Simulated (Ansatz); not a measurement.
La2WN4:
```cif
data_La4N8W2
_chemical_formula_sum 'La4 W2 N8'
_space_group_name_H-M_alt 'I4/mmm'
_space_group_IT_number 139
_space_group_name_Hall '-I 4 2'
_cell_length_a 3.96035
_cell_length_b 3.96035
_cell_length_c 12.61336
_cell_angle_alpha 90.000
_cell_angle_beta 90.000
_cell_angle_gamma 90.000
loop_
_atom_site_label
_atom_site_type_symbol
_atom_site_symmetry_multiplicity
_atom_site_Wyckoff_symbol
_atom_site_fract_x
_atom_site_fract_y
_atom_site_fract_z
_atom_site_occupancy
La1 La 4 e 0.00000 0.00000 0.35543 1
W1 W 2 a 0.00000 0.00000 0.00000 1
N1 N 4 e 0.00000 0.00000 0.16334 1
N2 N 4 c 0.00000 0.50000 0.00000 1
```
(The calculation used a cell of 7 atoms; values per cell refer to that cell.)

Relaxed at zero pressure with PBEsol in the plane-wave PAW code Ansatz.

Problem. The volume is lowered by 6 % and shape and atoms relax at that volume. What pressure results, and how do the axes share the change?

Solution. 14.6 GPa; a -1.9 %, b -1.9 %, c -2.2 %; the energy rises by 36 meV/atom.

Problem. Give the new structure.

Solution. 
Space group I4/mmm (No. 139); a = b = 3.8834 Å, c = 12.3314 Å, α = β = γ = 90.00°

```json
[
 {"atom": "La", "site": "4e", "symmetry": "4mm", "x": "0.0000", "y": "0.0000", "z": "0.3553"},
 {"atom": "W", "site": "2a", "symmetry": "4/mmm", "x": "0.0000", "y": "0.0000", "z": "0.0000"},
 {"atom": "N", "site": "4e", "symmetry": "4mm", "x": "0.0000", "y": "0.0000", "z": "0.1650"},
 {"atom": "N", "site": "4c", "symmetry": "mmm.", "x": "0.0000", "y": "0.5000", "z": "0.0000"}
]
```

The phase is kept; no other phase was compared at this pressure.

The start of the workflow was typed in or built on a structure type; neither database checked (COD, Materials Project) lists it. Whether it is the stable phase at ambient conditions was not checked. Symmetry was held in the PBEsol relaxation; whether a distortion lowers the energy is not shown. The workflow began spin-polarised and lost its moments. The cell computed holds one magnetic atom, so no antiferromagnetic order was within reach. Scalar-relativistic: spin–orbit coupling is off unless named, which matters more the heavier the elements.

Potentials: the later of the program's two PAW sets.
